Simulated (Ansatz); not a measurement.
**Notes on MoBr3**

```xyz
16
Lattice="6.5080 0.0000 0.0000 0.0000 11.2724 0.0000 0.0000 0.0000 5.9801" Properties=species:S:1:pos:R:3 pbc="T T T"
Br    3.8508    6.7454    1.4950
Br    2.6572    4.5270    4.4851
Br    3.8508   10.1632    1.4950
Br    2.6572    1.1092    4.4851
Br    3.7031    2.8181    1.4950
Br    2.8050    8.4543    4.4851
Br    6.1475    2.8181    4.4851
Br    0.3605    8.4543    1.4950
Mo    1.6426    2.8181    0.0550
Mo    4.8654    8.4543    3.0451
Mo    1.6426    2.8181    2.9350
Mo    4.8654    8.4543    5.9251
Br    0.5987    4.5698    1.4950
Br    5.9093    6.7025    4.4851
Br    0.5987    1.0664    1.4950
Br    5.9093   10.2060    4.4851
```

Single point in Ansatz 0.2.0 with PBEsol, no spin polarisation. Cutoff 420 eV, PAW datasets, 5×3×6 Γ-centred k mesh, fermi-dirac filling (width 0.0477 eV).

Task: Where is the largest force?

Result: The largest is on Mo9 (and as large on other atoms): 1.05 eV/Å, components (0.05, 0.00, 1.05). It makes 56° with the line to a nearest neighbour, Br13 at 2.50 Å.

Task: Is the cell too large or too small?

Result: The pressure is 1.9 GPa (compression positive), so with the atoms held at these fractions the cell would first expand; the forces are large, so a full relaxation may end otherwise. The principal stresses 0.8, 1.3, 3.6 GPa differ, so its shape would change too.

Task: What do density and ELF say about some of the short contacts?

Result: Mo–Br at 2.50 Å: least valence density 0.49 e/Å³ and ELF 0.25 there. Mo–Mo at 2.88 Å: least valence density 0.35 e/Å³ and ELF 0.46 there. These are pseudo-fields; inside the PAW spheres they differ from the all-electron ones.

Task: What is the formation energy?

Result: -0.41 eV an atom against the elements' usual phases (free molecules for gases, crystals otherwise, with no correction for O₂ or N₂), so it is bound against them; other compounds may still compete. Relaxing would lower it.

Task: Is there a gap?

Result: It is a metal on this mesh, though the bands barely overlap, with about 26 states/eV a cell as the mean within 0.25 eV of the Fermi level, mostly Mo d (81 %) and Br p (17 %).

Origin: a database entry at a rescaled volume. Caveats: many states at the Fermi level without spin polarisation, so a magnetic state may lie lower.
